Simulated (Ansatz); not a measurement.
**Structure optimisation: selenium, bcc**

These are results of Ansatz, DFT, PBEsol, plane waves (420 eV) with PAW, scalar-relativistic, not measurements. The PAW files were generated under PBE, with cores re-solved for the functional.

k-point mesh 13×13×13, Fermi-Dirac smearing 0.1 eV, no spin polarisation. Cell and atoms relax.

Starting structure:

```yaml
crystal:
  lattice:
    - [-1.7600399104, 1.7600399104, 1.7600399104]
    - [1.7600399104, -1.7600399104, 1.7600399104]
    - [1.7600399104, 1.7600399104, -1.7600399104]
  atoms:
    - { symbol: Se, position: [0.0, 0.0, 0.0] }
hamiltonian:
  xc: pbesol
  pseudopotentials:
    kind: paw
    azcp:
      Se: "pseudopotentials/Se.paw.azcp"
basis:
  ecutwfc: 420
  fft_grid_basis: typed
kpoints:
  mp_grid: { grid: [13, 13, 13], shift: [0, 0, 0] }
magnetization:
  spin_polarized: false
scf:
  occupations: { method: fermi_dirac, width: 0.1 }
relax:
  max_steps: 60
  f_tol: 0.01
  cell: {}
output:
  write_density: true
  write_potential: true
  elf: true
  volumetric_format: npy
```

Question: What cell does the relaxation end in?

Answer: Im-3m with a = 3.376 Å; 19.24 Å³ per atom against 21.81 at the start (-11.8 %).

Question: How much energy does the relaxation gain?

Answer: 73.4 meV per atom.
